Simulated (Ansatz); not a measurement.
BaCoS2 in space group P4/nmm (No. 129; Ba on 2c, Co on 2c, S on 2c, S on 2a), PBEsol (plane waves, PAW; program Ansatz), all energies at zero smearing, with the estimated change up to a 700 eV cutoff added, with one set of potentials and settings (totals compare only within such a set). Cell of 8 atoms (2 Ba, 2 Co, 4 S): -25460.720 eV.

```tsv
element	reference phase	E (eV/atom)
Ba	Im-3m, 1 atoms in the cell	-5862.6098
Co	P6_3/mmc, 2 atoms in the cell, spin-polarised	-5092.9959
S	Fddd, 32 atoms in the cell	-884.8920
```

Formation energy per atom, worked out: (-25460.720 − 2×(-5862.6098) − 2×(-5092.9959) − 4×(-884.8920))/8 = -1.243 eV/atom (-120 kJ per mol of atoms), at 0 K, without zero-point energy or fitted corrections.

The workflow started from an entry of the Crystallography Open Database (COD), which files this formula under 2 space groups. Whether it is the stable phase at ambient conditions was not checked. The cell was relaxed with PBEsol under the symmetry of its start; its stability against distortions is not shown here. Magnetic state: ferromagnetic, the only order run, not a proven ground state. No Hubbard U is applied. The references are the lowest solids computed at this level, not always the standard phases. Spin–orbit coupling is left out wherever it is not named.

Potentials: the later of the program's two PAW sets.
